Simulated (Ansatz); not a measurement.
TaN:
```
TaN
1.0
    5.14965     0.00000     0.00000
   -2.57482     4.45973     0.00000
    0.00000     0.00000     2.87428
Ta N
3 3
Cartesian
  0.00000   0.00000   0.00000
  0.00000   2.97315   1.43714
  2.57482   1.48658   1.43714
  2.02571   0.00000   0.00000
  1.56197   2.70541   0.00000
 -1.01285   1.75432   0.00000
```

Relaxed with LDA. Special points in fractions of this cell's reciprocal vectors: Γ (0.000, 0.000, 0.000); M (0.500, 0.000, 0.000); K (0.333, 0.333, 0.000); A (0.000, 0.000, 0.500); L (0.500, 0.000, 0.500); H (0.333, 0.333, 0.500).

List the band energies nearest the Fermi level at these points for plane-wave PAW LDA (Ansatz code).

In eV from the Fermi level; about four levels below and three above (degenerate sets whole), none deeper than 8.9 eV; points with the same levels are listed once.

```json
[
 {"k": "Γ", "below": "-3.39 -2.03 -1.02 -1.02", "above": "0.55 0.55 1.80"},
 {"k": "M", "below": "-4.05 -3.99 -2.95 -2.77", "above": "1.24 1.81 1.91"},
 {"k": "K", "below": "-4.16 -3.82 -2.70 -2.70", "above": "1.26 1.70 1.70"},
 {"k": "A", "below": "-4.63 -4.63 -4.42 -3.00 -3.00", "above": "1.91 1.91 2.09"},
 {"k": "L", "below": "-4.15 -3.40 -1.99 -1.07", "above": "0.46 1.38 3.32"},
 {"k": "H", "below": "-4.11 -4.11 -2.70 -2.70 -1.69", "above": "2.55 2.55 2.59"}
]
```

Space group P-62m. The cell was relaxed with LDA under the symmetry of its start. No spin polarisation was allowed. Scalar-relativistic: spin–orbit coupling is off unless named, which matters more the heavier the elements.

Potentials: the earlier of the program's two PAW sets. The files were generated under PBE; for other functionals the program regenerates the frozen cores, and for LDA and PBEsol the local potential too.
